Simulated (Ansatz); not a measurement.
The guess for Y2AlN3 was made by a generator: random cell by space group and Wyckoff sites (P-3m1, No. 164). The dimensions are guesses.

```yaml
crystal:
  lattice:
    - [5.09831, 0.00000, 0.00000]
    - [-2.54915, 4.41527, 0.00000]
    - [0.00000, 0.00000, 4.04758]
  atoms:
    - { symbol: Y, position: [0.33333, 0.66667, 0.64222] }
    - { symbol: Y, position: [0.66667, 0.33333, 0.35778] }
    - { symbol: Al, position: [0.00000, 0.00000, 0.00000] }
    - { symbol: N, position: [0.33333, 0.66667, 0.20239] }
    - { symbol: N, position: [0.66667, 0.33333, 0.79761] }
    - { symbol: N, position: [0.00000, 0.00000, 0.50000] }
```

All numbers below come from DFT PBE, scalar-relativistic, plane waves, PAW (Ansatz). Cutoff 420 eV, Gaussian smearing, Γ-centred meshes. Cell and atoms relax first on a coarse mesh and then on a converged one. In between, the cell is made exact in the group found at 0.06 Å. The steps can't lower the symmetry of their start. No spin polarisation in the relaxation; trial moments died out in a coarse test.

A guess keeps its type if space group and coordination stay and the shape of the cell changes little (axis ratios within about 15 %, angles within 6°); the volume may change.

Question: Does this structure survive the relaxation?

Answer: It doesn't keep its type. The symmetry stays P-3m1 (No. 164). The volume per atom shrinks by 16.7 %, from 15.2 to 12.7 Å³. The shortest distance goes from 1.78 Å (Y–N) to 2.22 Å (Al–N). The ratio c/a of the conventional cell changes by a factor of 3.03. Counting neighbours within 15 % of an atom's shortest distance, the start has Al 2, N 1/2, Y 1 and the end Al 6, N 6, Y 6. In detail, at the end Y is surrounded by 6 N at 2.38–2.40 Å and 3 Al at 3.18 Å; Al is surrounded by 6 N at 2.22 Å and 6 Y at 3.18 Å; around N on a site of symmetry 3m lie 3 Al at 2.22 Å and 3 Y at 2.38 Å; 1 more site not described.

```xyz
6
Lattice="3.3149 0.0000 0.0000 -1.6575 2.8708 0.0000 0.0000 0.0000 7.9776" Properties=species:S:1:pos:R:3 pbc="T T T"
Y     0.0000    1.9139    5.4396
Y     1.6575    0.9569    2.5380
Al    0.0000    0.0000    0.0000
N     0.0000    1.9139    1.1175
N     1.6575    0.9569    6.8601
N     0.0000    0.0000    3.9888
```

Energies over the elements count from the elements' standard structures at the same level (N₂ as a molecule), with no fitted energy shifts.

Question: At what energy does it end?

Answer: −1.333 eV/atom.

The last run used a 12×12×6 mesh (in the run's order of axes) for its 6-atom cell and Gaussian smearing of 0.02 eV. A later test with randomly moved atoms came back to the same energy, though modes that don't fit the test's cell weren't probed. Another cell of Y2AlN3 relaxed alike, in Cmc2_1 (a Materials Project cell), lies 92 meV/atom lower, so this cell isn't the stable form at this level.

In counts of neighbours, a slash parts the counts of unlike sites.
